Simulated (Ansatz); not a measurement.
**Sn₃SiO₈ (rutile sites, Cmmm) by several functionals**

All numbers come from the PAW code Ansatz. Note: simulated data, non-magnetic, for a generated structure that need not be the stable one.

Structure: a 12-atom cell of Sn₃SiO₈ built on the rutile structure (relaxed group Cmmm), at its r2SCAN minimum. The symmetry is Cmmm (No. 65, orthorhombic); conventional cell a = 6.514 Å, b = 6.529 Å, c = 6.155 Å, 10.91 Å³ an atom. Sn has 6 O at 2.04–2.07 Å and 1 Sn at 2.94 Å; Sn has 6 O at 2.00–2.09 Å; O has 1 Si at 1.82 Å and 2 Sn at 2.07–2.09 Å; O has 3 Sn at 2.00–2.04 Å; Si has 6 O at 1.82–1.83 Å; O has 1 Si at 1.83 Å and 2 Sn at 2.05 Å.

```
Sn O Si
1.0
     3.26465   -3.25713    0.00000
     3.26465    3.25713    0.00000
     0.00000    0.00000    6.15455
Sn O Si
3 8 1
Direct
  0.50000 0.50000 0.26096
  0.00000 0.00000 0.00000
  0.50000 0.50000 0.73904
  0.18366 0.18366 0.27766
  0.81634 0.81634 0.27766
  0.69232 0.30768 0.00000
  0.30768 0.69232 0.00000
  0.18366 0.18366 0.72234
  0.81634 0.81634 0.72234
  0.71851 0.28149 0.50000
  0.28149 0.71851 0.50000
  0.00000 0.00000 0.50000
```

On this one geometry the levels give:
```csv
level,k mesh,gap (eV),kind,edges,least direct gap (eV)
PBE,6×6×4,1.43,direct,Γ,1.43
PBE+SOC,6×6×4,1.44,direct,Γ,1.44
r2SCAN,6×6×4,2.11,direct,Γ,2.11
```
PBE: smearing of 0.02 eV; the others have fixed occupations.
Wave cutoffs: 420 eV, 500 eV (r2SCAN). Set aside, since their points miss a band edge that the other levels read or their mesh is too coarse: HSE06, PBE0.

r2SCAN gives a direct gap of 2.11 eV at Γ. Spin-orbit coupling changes the PBE gap by 0.00 eV, to 1.44 eV.

Spin-orbit coupling moves the least or the direct gap by up to 0.01 eV, so it can be left out where a tenth of an eV counts. All these functionals give a gap of the same kind, direct.

r2SCAN (ground state on 4×4×4): The electronic dielectric tensor ε∞ is 3.86, 3.85 and 4.19 along x, y and z. Born charges, averaged over directions: Sn +4.19 to +4.25, O -2.13 to -2.07, Si +4.26 e. The program notes that the ground state's band table doesn't vouch for all the bands that the response reads.

On the PBEsol cell (a = 6.530 Å, b = 6.542 Å, c = 6.175 Å), with PBEsol: All optical modes at Γ are real, from 119 to 781 cm⁻¹ without the longitudinal term; this says nothing of other wave vectors. With the long-range field the highest mode reaches 784 cm⁻¹. The program warns that the force constants, and all that is formed from them, aren't settled on this k mesh. ε∞: 4.37, 4.34 and 4.67 along x, y and z. With the ions relaxed, ε⁰ is 16.1, 13.5 and 11.1 along x, y and z. Born charges, averaged over directions: Sn +4.19 to +4.26, O -2.13 to -2.06, Si +4.26 e. The program notes that the ground state's band table doesn't vouch for all the bands that the response reads.

Only the levels marked +SOC include spin-orbit coupling.
